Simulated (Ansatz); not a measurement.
**MgMnV4O12: field gradients at two levels of theory**

Cell: a computed structure from the Materials Project (it need not be an observed phase).

```xyz
18
Lattice="4.9669 0.0000 0.0000 -0.0226 5.2998 0.0000 -0.1121 -0.8455 7.6846" Properties=species:S:1:pos:R:3 pbc="T T T"
Mg    2.4291    4.6863    2.1813
Mn   -0.0309    1.9612    2.2203
V    -0.0991    4.3844    7.5867
V     2.4014    2.3498    4.1045
V    -0.0288   -0.3605    4.0933
V     2.4127    1.7137    7.6020
O     1.3621    0.8949    3.1906
O     0.4545   -0.4899    5.6999
O     1.5067    4.4663    0.3800
O     0.8879    3.4439    3.1468
O     3.9092    3.0837    7.1532
O     1.8690    2.2234    5.6846
O     3.2036    2.7548    1.6166
O     0.9844    1.8130    0.3423
O     3.8340    1.3147    4.0519
O     3.3314    0.4181    7.0847
O     4.2877    0.1961    1.6410
O     3.2613    3.9690    3.9798
```

Atom numbers follow the list; atoms alike are taken as one site, whose name carries the number of the first.

First run. The numbers come from a DFT calculation in Ansatz (PBE, plane waves and PAW, scalar-relativistic, collinear spin, 420 eV cutoff, Γ-centred 5×4×3 k-points, Fermi–Dirac smearing 0.02 eV). Start moments as typed (μB): 5 on each Mn, none on the rest.

```tsv
site	atom	V_zz (10²¹ V/m²)	η	m (μB)
Mg	1	0.65	0.56	0.00
Mn	2	1.81	0.16	3.22
V3	3	-4.76	0.73	0.03
V4	4	3.82	0.57	0.16
V5	5	5.43	0.14	0.58
V6	6	-3.67	0.66	0.12
O7	7	-4.15	0.54	-0.01
O8	8	2.26	0.15	-0.06
O10	10	-4.65	0.69	-0.01
O13	13	4.35	0.71	0.01
O14	14	-4.21	0.60	0.01
O15	15	3.18	0.69	0.00
O17	17	-5.15	0.44	0.00
O18	18	5.54	0.23	0.00
```

Second run. The same atoms and settings, except that a Hubbard term is added (U = 2.9 eV on Mn d).

Question: What does the second run give?

Answer: 

```
site  atom   V_zz     η  change of V_zz  m (μB)
  Mg     1   0.63  0.47           -0.02    0.00
  Mn     2   2.05  0.24           +0.24    3.47
  V3     3  -4.78  0.73           -0.02    0.03
  V4     4   3.60  0.56           -0.22    0.13
  V5     5   5.06  0.12           -0.37    0.54
  V6     6  -3.72  0.67           -0.05    0.08
  O7     7  -4.07  0.76           +0.08   -0.03
  O8     8   2.19  0.15           -0.07   -0.06
 O10    10  -4.83  0.64           -0.18   -0.04
 O13    13   4.24  0.72           -0.11   -0.02
 O14    14  -3.97  0.45           +0.24    0.00
 O15    15   3.58  0.41           +0.40    0.00
 O17    17  -5.12  0.44           +0.03   -0.03
 O18    18   5.57  0.21           +0.03    0.00
```

The largest change of V_zz is on O15, from 3.18 to 3.58. In per cent, |V_zz| changes by -3 on Mg, +13 on Mn, -7 to +1 on V, -6 to +12 on O (all sites that start above 0.5). Where |V_zz| stays above 0.1, η moves most on O15, from 0.69 to 0.41. The table leaves out 4 of the 18 sites, with |V_zz| up to 3.71; their tensors move by 0.08 at most along any direction. The statements above cover all sites. The absolute magnetisation of the cell goes from 5.4 to 5.6 μB.

With a gap of 0.3 eV on this mesh, small gradients can still move by 0.1 × 10²¹ V/m² or more as the k-mesh gets denser. All moments are parallel here, as the start or the cell imposes; many such compounds order antiparallel, where fields and spin densities carried over to other atoms largely cancel. The magnetic order is the one that the run reached from its start moments, not necessarily the measured one.
For the first run: At this cell the PBE pressure is -6 GPa, so with PBE the cell would shrink if it were relaxed. The entry's cell may itself be off. The largest force is 1.5 eV/Å, so the atoms aren't at the calculated equilibrium and relaxing them would move these values.
For the second run: At this cell the PBE+U pressure is -5 GPa, so with PBE+U the cell would shrink if it were relaxed. The entry's cell may itself be off. The largest force is 1.6 eV/Å, so the atoms aren't at the calculated equilibrium and relaxing them would move these values.
